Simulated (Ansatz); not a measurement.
Structure types of F were relaxed at one common pressure (all-electron LAPW in Ansatz 0.2.0 under LDA, scalar-relativistic, no spin polarisation, zero temperature). They take these volumes:

```json
{"type": "fcc", "space group": "Fm-3m", "V (Å³/atom)": "3.59"}
{"type": "bcc", "space group": "Im-3m", "V (Å³/atom)": "3.61"}
{"type": "hcp", "space group": "P6_3/mmc", "V (Å³/atom)": "3.60"}
{"type": "beta tin", "space group": "I4_1/amd", "V (Å³/atom)": "3.82"}
{"type": "omega", "space group": "P6/mmm", "V (Å³/atom)": "3.63"}
{"type": "sc", "space group": "Pm-3m", "V (Å³/atom)": "3.90"}
```

At about which pressure, and is the densest type also the lowest in enthalpy?

670 GPa. The densest types tie within 0.02 Å³/atom, and omega is the lowest in enthalpy.
